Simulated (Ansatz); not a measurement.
Bi, DFT, PBEsol, PAW with Ansatz's default frozen-core files, scalar-relativistic (Ansatz 0.2.0), run on 1 thread of Arm Neoverse V1 on a shared host.

The geometry is COD entry 9011614, unchecked; take it as a test cell. The listed cell was then made from it by scaling, straining or moving an atom.

Command: `ansatz run input.yaml --threads 1 --pin off --max-ram 3072MiB --backend cpu --events-out ev --progress --plain --runs-dir out`

```yaml
crystal:
  lattice:
    - [4.5008556366, 0.0, 0.0]
    - [-2.2504278184, 3.8978553202, 0.0]
    - [0.0, 0.0, 11.7295919388]
  atoms:
    - { symbol: Bi, position: [0.3333333333, 0.6666666667, 0.25] }
    - { symbol: Bi, position: [0.6666666667, 0.3333333333, 0.75] }
kpoints:
  mp_grid: { grid: [9, 9, 3] }
scf:
  occupations: { method: fermi_dirac, width: 0.03 }
hamiltonian:
  xc: pbesol
  pseudopotentials: { kind: paw }
output:
  forces: true
  stress: true
  eigenvalues: true
  efg: { contact_densities: true }
```

Problem. How large is the problem that the program sets up?

Solution. 24 irreducible k-points, 4017 plane waves at Γ, 19 bands.

Problem. Estimate the wall time and the peak memory.

Solution. 7.3 s of wall time for 7 SCF iterations, with a peak of 0.46 GiB. Times on shared machines scatter by tens of per cent.

Problem. And the same cell and mesh by all-electron LAPW, asked for forces, stress, eigenvalues, on the same hardware?

Solution. 6.1 s, peak memory 0.26 GiB.
